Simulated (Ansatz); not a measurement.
A relaxed 1×1 slab of 5 planes, cut along (100) from a bcc crystal of one element, has a cell area of 10.58 Å² and a bulk spacing of 1.626 Å between its first planes. All-electron LAPW in Ansatz 0.2.0 (LDA, scalar-relativistic, no spin polarisation) gives γ = 2.89 J/m², Φ = 4.03 eV and a change of the outer spacing of -13.6 %. The bcc structure needn't be the element's own.

**Question.** Which element is it?

**Answer.** Ta. This is the case that was computed; others weren't tested.
